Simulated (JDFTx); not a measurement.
```json
{
 "surface": "Os(0001)",
 "bulk": "Os, P6_3/mmc, lattice of mp-49 (not re-optimised)",
 "slab": "4 atoms in 4 planes, 1x1, 6.4 Å between the outermost planes",
 "in-plane cell": "2.746 × 2.746 Å, 6.53 Å²",
 "cell_height": "22.5 Å",
 "sampling": "10×10×1 k mesh, Fermi smearing 0.01 Ha, no spin polarisation"
}
```

Profiles through the double layer of this slab, charged, in CANDLE, water, 1 M NaCl; PBE, GBRV ultrasoft potentials, plane waves to 20/100 Ha, a modified build of JDFTx. z is the height above the outermost atoms, φ the plane-averaged electrostatic potential energy of an electron (zero in the bulk liquid), ρ_b the bound charge of solvent and ions, s the cavity shape function (0 in the solid, 1 in the liquid).

```tsv
z (Å)	n (e/Å³)	s	φ (eV)	ρ_b (10⁻³ e/Å³)
1.02	0.2117	0.00	-4.628	0.00
1.49	0.0577	0.00	-1.809	-0.42
1.96	0.0159	0.00	-0.472	-5.71
2.43	0.0042	0.05	-0.085	-3.70
2.90	0.0011	0.27	-0.041	0.34
3.37	0.0003	0.57	-0.030	0.17
3.84	0.0001	0.86	-0.025	0.03
4.31	0.0000	0.99	-0.021	0.00
4.77	0.0000	1.00	-0.018	0.00
5.24	0.0000	1.00	-0.015	-0.01
5.71	0.0000	1.00	-0.013	-0.01
6.18	0.0000	1.00	-0.011	-0.01
6.65	0.0000	1.00	-0.010	-0.01
7.12	0.0000	1.00	-0.008	0.00
7.59	0.0000	1.00	-0.007	0.00
```

Task: Is the electrode positively or negatively charged, and roughly by how much?

Result: Positively: σ = 7.0 μC/cm² per face. The liquid's bound charge is of the opposite sign overall, and far from the surface φ decays with the screening length (3.0 Å).
